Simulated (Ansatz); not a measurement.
Ansatz input

```yaml
crystal:
  lattice:
    - [14.0, 0.0, 0.0]
    - [0.0, 14.4, 0.0]
    - [0.0, 0.0, 14.8]
  atoms:
    - { symbol: In, position: [0.5, 0.5, 0.5], spin: 1.0 }
  symmetry: { detect: false, time_reversal: true }
hamiltonian:
  xc: pbesol
  pseudopotentials:
    kind: paw
    azcp:
      In: "pseudopotentials/In.paw.azcp"
basis:
  ecutwfc: 420
  fft_grid_basis: typed
kpoints:
  mp_grid: { grid: [1, 1, 1], shift: [0, 0, 0] }
magnetization:
  spin_polarized: true
scf:
  occupations: { method: fermi_dirac, width: 0.01 }
output:
  write_density: true
  write_potential: true
  elf: true
  volumetric_format: npy
```

and its output:

```
Warning: the record states the generating functional pbe (its physics header spells it `PBE`), which answers neither for hamiltonian.xc's functional nor for the pbesol family's — results may be inconsistent (PPs are generated against a specific XC)
Engine: ansatz 0.2.0, aarch64-unknown-linux-gnu
Pseudopotentials: kind: paw
Pseudopotential: In, paw, valence charge 13, recommended cutoff 420 eV (normal) 
Functional definition: PBEsol
  exchange = pbesol_x
  correlation = pbesol_c
Crystal: 1 atoms, lattice volume = 2983.680 Å³
Basis set: ecut = 420 eV, 58327 PW (Γ)
Bands: 11, of which v1, the nominal top of the filled ones, is band 7 counted from 1 (6 counted from 0)
Symmetry: 1 space group operations
k-points: 1
Non-local potential: In, projectors of the file, l = 0: 2, l = 1: 2, l = 2: 2, l = 3: 2
PAW form: soft (Blöchl's): semilocal exchange-correlation on the pseudo side does not see the compensation charge
PAW frozen core: In, regenerated for the run's functional, and the local potential with it (the file was generated under x = pbe(κ = 0.804, μ = 0.2195149727645171), c = pbe(β = 0.06672455060314922))
PAW one-centre angular grid: In, 590 points (default); XC on 64 Gauss nodes
Initial density: superposition of atomic densities (neutral atoms: chi_scale 0, normalization atom)
Starting moments: Σ|m| = 1 μB on 1 of 1 site
Initial wavefunctions: pseudopotential atomic-orbital guess
Functional: x = pbesol(κ = 0.804, μ = 0.12345679012345678), c = pbesol(β = 0.046)
iter 1 solved again at ethr=1.20e-5 eV; its pass at ethr=3.10e-3 eV (dr2=1.55e-3 eV) is discarded
SCF iter   1: F=—  HF=-5522.435701 eV  |F-HF|=—  |Δ(HF+E_count)|=         —  Δρ=4.47e-3 (↑4.47e-3 ↓4.20e-3)  dr2=2.44e-3  dr2_m=5.14e-1  M=1.000 μB ∫|m|=1.000 μB  β_m=0.30  ethr=1.20e-5  ⟨swp⟩=5.0  Hψ=239  notcnv=0
eigensolver tolerance schedule calibrated: the retry pair's looser diagonalisation under-reported the residual by θ = 0.36 (0.15/decade); ethr = c·dr2/N_el runs at the constant in force after the calibration composes with the one it found (an armed cap, an earlier calibration), c = 4.4e-2
spin=Collinear: Resta preconditioning applied to the charge; magnetization (m = ρ↑ − ρ↓) channel mixes plain (no charge-response kernel on spin).
SCF iter   2: F=—  HF=-5522.532101 eV  |F-HF|=—  |Δ(HF+E_count)|=   9.64e-2  Δρ=3.16e-3 (↑3.16e-3 ↓3.04e-3)  dr2=7.50e-4  dr2_m=2.62e-1  M=1.000 μB ∫|m|=1.000 μB  β_m=0.30  ethr=8.29e-6  ⟨swp⟩=7.0  Hψ=81  notcnv=0
spin-set hold released at iteration 2 (site moments show no strong build): the magnetisation degrees of freedom join the quasi-Newton model from the next iteration; the mixer history was kept
SCF iter   3: F=—  HF=-5522.581777 eV  |F-HF|=—  |Δ(HF+E_count)|=   4.97e-2  Δρ=2.21e-3 (↑2.21e-3 ↓2.21e-3)  dr2=6.57e-5  dr2_m=1.34e-1  M=1.000 μB ∫|m|=1.000 μB  β_m=0.06  ethr=2.55e-6  ⟨swp⟩=7.5  Hψ=63  notcnv=0  defer=1
SCF iter   4: F=—  HF=-5522.600205 eV  |F-HF|=—  |Δ(HF+E_count)|=   1.84e-2  Δρ=1.80e-3 (↑1.77e-3 ↓1.80e-3)  dr2=7.77e-5  dr2_m=8.70e-2  M=1.000 μB ∫|m|=1.000 μB  β_m=0.36  ethr=2.23e-7  ⟨swp⟩=3.5  Hψ=74  notcnv=0  defer=1
SCF iter   5: F=—  HF=-5522.633935 eV  |F-HF|=—  |Δ(HF+E_count)|=   3.37e-2  Δρ=4.06e-4 (↑4.06e-4 ↓3.81e-4)  dr2=3.04e-3  dr2_m=3.97e-3  M=1.000 μB ∫|m|=1.000 μB  β_m=0.51  ethr=2.23e-7  ⟨swp⟩=6.0  Hψ=72  notcnv=0  defer=1
...
The result is that of the SCF that stage 1 started: 0.047 eV lower in free energy than the state whose close was followed first; 44 iterations were spent on what was left
WARN: The output density's exchange-correlation potential varies sharply where the density is thin. Do not read a vacuum level from v_tot or v_xc, or from such a field of the output density. On a cell that repeats whose density bears no net charge and no dipole along the vacuum's axis use v_es (v_loc + v_h of the components); under efield.dipole_correction with no amplitude use v_es + v_field, which holds any external_charges[].barrier, or the levels of the report's work_function block, which leave it out; under a non-zero efield.amplitude the vacuum is tilted and has no level; on a cell that repeats and bears such a dipole with no correction it is tilted too, and efield.dipole_correction with no amplitude gives each side of its ramp a level where efield: is served; in a cell that repeats whose density bears a net charge (total_charge, or a fill off its count) it is curved and has none; of a slab under crystal.periodic whose density bears no net charge use v_es, which has a level on each side, short of where the two are joined; of another it falls or rises all the way out and has none; of a slab beside external_charges read slab_vacuum_level instead, which it has where they leave it neutral. The grid or the basis barely resolves most such structure, and the values can differ between equally converged runs; as a rule a tighter scf.convergence.dr2_threshold does not remove it. Where the density itself ripples (under the LDA too) a higher basis.ecutwfc lessens it. The files hold the spikes' plane waves up to the density's cutoff. Files: v_tot_of_output_density and the like, and their columns of v_z.tsv (output.write_potential); v_xc_of_output_density and the like, and their columns of v_comp_z.tsv (output.write_potential_components). Measured: with its Gaussian average of σ = 0.25 Å subtracted twice, the exchange-correlation potential is over 0.1 eV at 6133 of the grid points where the equally averaged density (valence and model cores) is under 1e-3 e/Å³, and 3.26 eV at the most among them, at an averaged density of 2.0e-4 e/Å³. The input density's (outcome.potential() and, of a run that writes arrays, v_tot and v_xc) is over 0.1 eV, so measured, at 6161 points of its own thin density, 3.26 eV at the most. See output.write_potential in the manual, Limitations
SCF converged after 22 iterations
Stability not told: the lowest value that the SCF's own minimisation read on its close, 9.7e-2 (residual 1.7e-3), is positive but too near zero to vouch for directions that it does not look along: no lower mode is shown, and none is ruled out
Magnetization: 1.0000 μB (7.0000 up, 6.0000 down)
Absolute magnetization: 1.0292 μB (∫|ρ↑−ρ↓|, with the PAW one-centre terms)
Spin contamination: 0.0018 ħ² per cell (⟨S²⟩ above its minimum at these occupations)
Per-site moments (μB) at R_I (Å): [(0.9995150452746422, 5.775)]
Free energy (F): -5522.682640 eV
Harris-Foulkes:  -5522.682640 eV  (|F-HF|=9.91e-11)
Internal energy: -5522.682618 eV  (E = F + TS)
E sigma→0 (E₀):  -5522.682629 eV
Entropy (-TS):   -0.000022 eV (-0.022 meV/atom)
Fermi energy:    -2.591422 eV
--- Per-component energies (eV) ---
  E_band       = -203.013627
  E_kinetic    = 238.530771
  E_local      = -2779.106509  (includes V_loc(G=0)·N_el)
  E_nonlocal   = 366.861236
  E_hartree    = 1181.079532
  E_xc         = -211.913037
  E_vxc        = -97.165924  (∫ρ·V_xc dr)
  E_paw        = -4078.751219  (= ΣΔE_a)
  E_vpaw       = -294.292090  (= ΣTr[D̂ρ^β])
  E_aug_tail   = 0.000025  (compensation charges beyond the density's cutoff)
  E_ewald      = -239.619320
  E_core_change = 0.235902  (= ΣΔE_core)
  E_smearing   = -0.000022  (= −TS)
  E_closure    = -0.000000  (closes the sum)
  Σ components = -5522.682640   (vs F -5522.682640, Δ=0.00e0)
--- Band table (eV) ---
  k-point 0 ↑: bands = ["-18.5953", "-18.5953", "-18.3900", "-18.3900", "-18.3147", "-8.2910", "-2.6829", "-2.4931", "-2.4930", "-0.3432", "0.4529"]
  k-point 0 ↓: bands = ["-18.5833", "-18.5833", "-18.2964", "-18.2964", "-18.2082", "-7.7869", "-2.1608", "-2.1606", "-1.5610", "-0.0075", "0.6959"]
```

Launched by

```sh
ansatz run input.yaml --threads 4 --pin off --max-ram 8192MiB --backend cpu --events-out ev --progress --plain --runs-dir out
```

On 4 threads of Arm Neoverse V1 (shared host) this took about 83 s of wall time and 310 s of CPU time, with 1.6 GiB at the peak.
